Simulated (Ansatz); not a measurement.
CdAg: pressure against volume, fitted

```xyz
2
Lattice="3.3300 0.0000 0.0000 0.0000 3.3300 0.0000 0.0000 0.0000 3.3300" Properties=species:S:1:pos:R:3 pbc="T T T"
Cd    1.6650    1.6650    1.6650
Ag    0.0000    0.0000    0.0000
```

Atom numbers follow the list: Cd1, Ag2.

The conventional cell has a = 3.330 Å, b = 3.330 Å, c = 3.330 Å, α = 90.00°, β = 90.00°, γ = 90.00°. Cd (atom 1) is surrounded by 8 Ag at 2.88 Å. Ag (atom 2) is surrounded by 8 Cd at 2.88 Å.

The cell is COD entry 9008796, as deposited and not checked against the literature; nothing was relaxed.

Level of theory: DFT, PBEsol, all-electron LAPW, scalar-relativistic in Ansatz 0.2.0.

Numerical set-up: a Γ-centred 12×12×12 k mesh, Fermi–Dirac smearing of 0.05 eV, basis error target 0.25 meV/atom, no spin polarisation.

The cell is scaled evenly. Fractional coordinates are held (clamped ions).

```tsv
V (Å³/atom)	P (GPa)
17.724	2.30
18.094	0.17
18.278	-0.79
18.463	-1.69
18.648	-2.53
18.832	-3.31
19.202	-4.72
19.571	-5.95
```

Q: Fit a third-order Birch–Murnaghan curve to the pressures.

A: P = (3B0/2)(y^(7/2) − y^(5/2))[1 + (3/4)(B0′ − 4)(y − 1)] with y = (V0/V)^(2/3) fits within 0.01 GPa for V0 = 18.125 Å³/atom, B0 = 96.5 GPa and B0′ = 5.69.

Q: Predict the pressure at the withheld volume, 17.355 Å³/atom.

A: There y = 1.0294, so the fit gives 4.74 GPa; the run gave 4.73 GPa.
